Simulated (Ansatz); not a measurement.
Values for one crystal, relaxed and computed with LDA (plane waves, PAW; program Ansatz); other levels are named.

* **Volume per atom**: 10.14 Å³
* **Band gap**: 1.30 eV (indirect)
* **Highest zone-centre frequency (without LO–TO term)**: 98.9 meV
* **Bulk modulus (Birch–Murnaghan fit)**: 230 GPa
* **Zero-point energy**: 111.2 meV/atom
* **Conduction-band minimum**: at X (3 equivalent valleys)
* **Pressure derivative B′**: 3.9

Problem. Which compound is it?
A. SiC, zinc blende
B. AlP, zinc blende
C. CuI, zinc blende
D. ZnSe, zinc blende

Solution. A, SiC, zinc blende

Space group F-43m (zinc blende). The LDA relaxation kept the symmetry of its start.

Potentials: the earlier of the program's two PAW sets. The files were generated under PBE; for other functionals the program regenerates the frozen cores, and for LDA and PBEsol the local potential too.
